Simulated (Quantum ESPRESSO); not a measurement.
Ti3Ru2Sn2Al, input and log of a self-consistent run

A calculation, not a measurement. The program is pw.x of Quantum ESPRESSO 7.5 (plane-wave density functional theory). The cell is made up: eight metal atoms on a hexagonal close-packed lattice, with elements, volume, strain and displacements drawn at random and not relaxed, so it may be unstable or far from any real phase. PseudoDojo standard norm-conserving files set the functional (PBE unless stated); there is no spin polarisation or spin-orbit coupling, the Fermi-Dirac width of 0.25 eV means electrons at about 2900 K, and the masses in the input are unused placeholders. The tin pseudopotential is less sure than most, with forces differing by about three percent from a second method on plain tin. A spin test at this wide smearing found no moment, but such smearing suppresses magnetism that the real alloy may have.

Input:

```
&control calculation='scf', pseudo_dir='./dojo.nc.sr.pbe.v0_5.standard.upf', outdir='./o', disk_io='minimal', tprnfor=.true., tstress=.true. /
&system ibrav=0, nat=8, ntyp=4, nbnd=64, ecutwfc=84.00895049, nosym=.true., tot_charge=0,
 occupations='smearing', smearing='fd', degauss=0.0183746611
/
&electrons conv_thr=1.470e-08, electron_maxstep=70, mixing_beta=0.5 /
ATOMIC_SPECIES
Al 1.0 Al.upf
Ru 1.0 Ru.upf
Sn 1.0 Sn.upf
Ti 1.0 Ti.upf
CELL_PARAMETERS angstrom
0.0 0.0 -4.7524
0.0 5.222 0.0
6.0298 0.0 0.0
ATOMIC_POSITIONS angstrom
Ti 0.1101 -0.1253 0.0025
Ru 2.9636 0.0423 -0.0386
Ru 1.513 2.5502 -0.0694
Sn 4.5614 2.5684 -0.0621
Ti -0.1197 1.7142 -2.3115
Al 3.0215 1.7468 -2.3339
Sn 1.5443 4.3693 -2.3485
Ti 4.4826 4.3243 -2.3804
K_POINTS automatic
5 5 4 1 1 1
```

The log is shortened where brackets say so; the opening notice, blank lines, dates and the lines on written files are dropped, and the path of the files is cut. It prints rydbergs, bohrs and kilobars, and counts compression as positive stress. Its total energy is the free energy E - TS of the whole cell.

```
     Program PWSCF v.7.5
     Parallel version (MPI & OpenMP), running on       4 processor cores
     Number of MPI processes:                 4
     Threads/MPI process:                     1
     [start-up lines left out]
     bravais-lattice index     =            0
     lattice parameter (alat)  =       8.9807  a.u.
     unit-cell volume          =    1009.8325 (a.u.)^3
     number of atoms/cell      =            8
     number of atomic types    =            4
     number of electrons       =        99.00
     number of Kohn-Sham states=           64
     kinetic-energy cutoff     =      84.0090  Ry
     charge density cutoff     =     336.0358  Ry
     scf convergence threshold =      1.5E-08
     mixing beta               =       0.5000
     number of iterations used =            8  plain     mixing
     Exchange-correlation= PBE
                           (   1   4   3   4   0   0   0)
     [axes and pseudopotential details left out]
   Cartesian axes
     site n.     atom                  positions (alat units)
         1        Ti     tau(   1) = (   0.0231672  -0.0263656   0.0005260  )
         2        Ru     tau(   2) = (   0.6236007   0.0089008  -0.0081222  )
         3        Ru     tau(   3) = (   0.3183655   0.5366131  -0.0146031  )
         4        Sn     tau(   4) = (   0.9598098   0.5404427  -0.0130671  )
         5        Ti     tau(   5) = (  -0.0251873   0.3607020  -0.4863858  )
         6        Al     tau(   6) = (   0.6357840   0.3675617  -0.4910992  )
         7        Sn     tau(   7) = (   0.3249516   0.9193881  -0.4941714  )
         8        Ti     tau(   8) = (   0.9432287   0.9099192  -0.5008838  )
     number of k points=    50  Fermi-Dirac smearing, width (Ry)=  0.0184
                       cart. coord. in units 2pi/alat
        k(    1) = (   0.0985190   0.0910073  -0.1000000), wk =   0.0400000
        k(    2) = (   0.2955571   0.0910073  -0.1000000), wk =   0.0400000
     [further k points left out]
     Dense  grid:   105039 G-vectors     FFT dimensions: (  54,  60,  72)
     Estimated max dynamical RAM per process >     335.76 MB
     Estimated total dynamical RAM >       1.24 GB
     Initial potential from superposition of free atoms
     starting charge      98.9882, renormalised to      99.0000
     Starting wfcs are   72 randomized atomic wfcs
     total cpu time spent up to now is        5.1 secs
     per-process dynamical memory:   258.5 Mb
     Self-consistent Calculation
     iteration #  1     ecut=    84.01 Ry     beta= 0.50
     Davidson diagonalization with overlap
     ethr =  1.00E-02,  avg # of iterations =  2.2
     total cpu time spent up to now is       15.6 secs
     total energy              =   -1078.66967634 Ry
     estimated scf accuracy    <       2.76622613 Ry
     iteration #  2     ecut=    84.01 Ry     beta= 0.50
     Davidson diagonalization with overlap
     ethr =  2.79E-03,  avg # of iterations =  4.2
     total cpu time spent up to now is       28.5 secs
     total energy              =   -1079.23593349 Ry
     estimated scf accuracy    <      27.52545975 Ry
     iteration #  3     ecut=    84.01 Ry     beta= 0.50
     Davidson diagonalization with overlap
     ethr =  2.79E-03,  avg # of iterations =  3.9
     total cpu time spent up to now is       39.4 secs
     total energy              =   -1080.42142496 Ry
     estimated scf accuracy    <       2.97480980 Ry
     iteration #  4     ecut=    84.01 Ry     beta= 0.50
     Davidson diagonalization with overlap
     ethr =  2.79E-03,  avg # of iterations =  1.9
     total cpu time spent up to now is       48.3 secs
     total energy              =   -1080.37554626 Ry
     estimated scf accuracy    <       1.13869796 Ry
     iteration #  5     ecut=    84.01 Ry     beta= 0.50
     Davidson diagonalization with overlap
     ethr =  1.15E-03,  avg # of iterations =  5.0
     total cpu time spent up to now is       58.6 secs
     total energy              =   -1080.38110254 Ry
     estimated scf accuracy    <       0.25370029 Ry
     [iterations 6 to 13 left out]
     iteration # 14     ecut=    84.01 Ry     beta= 0.50
     Davidson diagonalization with overlap
     ethr =  1.36E-08,  avg # of iterations =  5.0
     total cpu time spent up to now is      162.4 secs
     total energy              =   -1080.44084871 Ry
     estimated scf accuracy    <       0.00000039 Ry
     iteration # 15     ecut=    84.01 Ry     beta= 0.50
     Davidson diagonalization with overlap
     ethr =  3.95E-10,  avg # of iterations =  4.3
     total cpu time spent up to now is      177.2 secs
     total energy              =   -1080.44084878 Ry
     estimated scf accuracy    <       0.00000042 Ry
     iteration # 16     ecut=    84.01 Ry     beta= 0.50
     Davidson diagonalization with overlap
     ethr =  3.95E-10,  avg # of iterations =  1.8
     total cpu time spent up to now is      189.0 secs
     total energy              =   -1080.44084881 Ry
     estimated scf accuracy    <       0.00000006 Ry
     iteration # 17     ecut=    84.01 Ry     beta= 0.50
     Davidson diagonalization with overlap
     ethr =  5.67E-11,  avg # of iterations =  3.6
     total cpu time spent up to now is      201.9 secs
     total energy              =   -1080.44084882 Ry
     estimated scf accuracy    <       0.00000003 Ry
     iteration # 18     ecut=    84.01 Ry     beta= 0.50
     Davidson diagonalization with overlap
     ethr =  3.33E-11,  avg # of iterations =  1.7
     total cpu time spent up to now is      210.9 secs
     End of self-consistent calculation
     [lines on levels left out]
!    total energy              =   -1080.44084881 Ry
     estimated scf accuracy    <       0.00000001 Ry
     smearing contrib. (-TS)   =      -0.14229191 Ry
     internal energy E=F+TS    =   -1080.29855690 Ry
     The total energy is F=E-TS. E is the sum of the following terms:
     one-electron contribution =    -368.85429232 Ry
     hartree contribution      =     234.59951231 Ry
     xc contribution           =    -210.85684785 Ry
     ewald contribution        =    -735.18692904 Ry
     convergence has been achieved in  18 iterations
     Forces acting on atoms (cartesian axes, Ry/au):
     atom    1 type  4   force =     0.01114722    0.01579248    0.00515685
     atom    2 type  2   force =     0.01703459   -0.00307188    0.00580792
     atom    3 type  2   force =    -0.00611501   -0.02006856    0.00248239
     atom    4 type  3   force =    -0.01736620    0.00746132    0.03811515
     atom    5 type  4   force =     0.03736779    0.00321727   -0.01965771
     atom    6 type  1   force =    -0.02218133   -0.01710129   -0.01043423
     atom    7 type  3   force =    -0.00513226   -0.01891387   -0.01524638
     atom    8 type  4   force =    -0.01475481    0.03268453   -0.00622399
     Total force =     0.087279     Total SCF correction =     0.000212
     Computing stress (Cartesian axis) and pressure
          total   stress  (Ry/bohr**3)                   (kbar)     P=     -101.67
  -0.00084309  -0.00003230  -0.00002362         -124.02       -4.75       -3.47
  -0.00003230  -0.00065093   0.00001333           -4.75      -95.76        1.96
  -0.00002362   0.00001333  -0.00057930           -3.47        1.96      -85.22
     init_run     :      4.81s CPU      5.05s WALL (       1 calls)
     electrons    :    204.74s CPU    205.82s WALL (       1 calls)
     forces       :      1.65s CPU      1.67s WALL (       1 calls)
     stress       :      5.58s CPU      5.58s WALL (       1 calls)
     [timing details left out]
     PWSCF        :   3m36.90s CPU   3m38.27s WALL
     JOB DONE.
```

In other units: free energy -14700.147 eV for the cell, pressure -10.17 GPa, largest force component 0.980 eV/Å in size. The run took 220 s of wall time with four MPI processes on a shared machine (Intel Xeon, 2023 or later, virtual cores), so the time is rough. A rerun of this cell at a higher cutoff and on a denser mesh moved values by no more than 0.005 eV in energy, 0.02 GPa in stress and 0.006 eV/Å in force, and a second program with other atomic files agreed on that cell to 2 % rms in force and 0.5 GPa in pressure.